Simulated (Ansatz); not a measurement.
CdSe:
```
CdSe
1.0
    4.38187     0.00000     0.00000
   -2.19093     3.79481     0.00000
    0.00000     0.00000    14.30776
Cd Se
4 4
Direct
  0.00000   0.00000   0.00032
  0.00000   0.00000   0.50032
  0.66667   0.33333   0.75018
  0.33333   0.66667   0.25018
  0.00000   0.00000   0.81269
  0.00000   0.00000   0.31269
  0.66667   0.33333   0.56245
  0.33333   0.66667   0.06245
```

Tensor components refer to the Cartesian frame of this cell.

Task: Give the proper piezoelectric stress tensor with relaxed ions from plane-wave PAW PBE (Ansatz code).

Result: In C/m², rows x, y, z, Voigt columns; mesh uncertainty up to 0.01.
```
 0.00   0.00   0.00   0.00   0.04   0.00
 0.00   0.00   0.00   0.04   0.00   0.00
 0.06   0.06  -0.09   0.00   0.00   0.00
```

The elastic tensor of the same run (GPa):

```
      1     2     3     4     5     6
-  ----  ----  ----  ----  ----  ----
1  66.1  37.3  30.5   0.0   0.0   0.0
2  37.3  66.1  30.5   0.0   0.0   0.0
3  30.5  30.5  73.6   0.0   0.0   0.0
4   0.0   0.0   0.0  12.9   0.0   0.0
5   0.0   0.0   0.0   0.0  12.9   0.0
6   0.0   0.0   0.0   0.0   0.0  14.4
```

Task: Convert to strain constants d = e·S.

Result: In pC/N:
```
 0.0   0.0   0.0   0.0   2.8   0.0
 0.0   0.0   0.0   2.8   0.0   0.0
 1.2   1.2  -2.2   0.0   0.0   0.0
```

Space group P6_3mc. The cell is a constructed one: a structure type filled with these elements. Its sites differ from those of the usual phase in this space group: another stacking or structure type. The cell was relaxed with PBE under the symmetry of its start; whether a distortion lowers the energy is not shown. Signs of piezoelectric constants follow the polarity of the cell as given.

Potentials: the later of the program's two PAW sets.
